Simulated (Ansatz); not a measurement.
Te₂Mo:
```cif
data_Mo2Te4
_chemical_formula_sum 'Mo2 Te4'
_space_group_name_H-M_alt 'P63/mmc'
_space_group_IT_number 194
_space_group_name_Hall '-P 6c 2c'
_cell_length_a 3.54639
_cell_length_b 3.54639
_cell_length_c 14.25638
_cell_angle_alpha 90.000
_cell_angle_beta 90.000
_cell_angle_gamma 120.000
loop_
_atom_site_label
_atom_site_type_symbol
_atom_site_symmetry_multiplicity
_atom_site_Wyckoff_symbol
_atom_site_fract_x
_atom_site_fract_y
_atom_site_fract_z
_atom_site_occupancy
Mo1 Mo 2 c 0.33333 0.66667 0.25000 1
Te1 Te 4 f 0.66667 0.33333 0.12430 1
```

Relaxed with r²SCAN+D4.

Question: Tabulate the valence density and the electron localisation function along the shortest Mo–Mo contact (3.55 Å), the program Ansatz at the r²SCAN+D4 level (PAW).

Answer: 

```csv
distance from Mo (Å),density (e/Å³),ELF
0.35,6.25,0.65
0.53,4.71,0.75
0.71,2.57,0.68
0.89,1.06,0.44
1.06,0.46,0.22
1.24,0.26,0.16
1.42,0.19,0.21
1.60,0.17,0.29
1.77,0.16,0.33
1.95,0.17,0.29
2.13,0.19,0.21
2.31,0.26,0.16
2.48,0.46,0.22
2.66,1.06,0.44
2.84,2.57,0.68
3.01,4.71,0.75
3.19,6.25,0.65
```

The density is the valence pseudo-density with augmentation charge, so density and ELF within about 1 Å of a nucleus are not all-electron values.

Space group P6_3/mmc. The cell was relaxed with r²SCAN+D4 under the symmetry of its start. No spin polarisation was allowed. Spin–orbit coupling is left out wherever it is not named.

Potentials: the later of the program's two PAW sets.
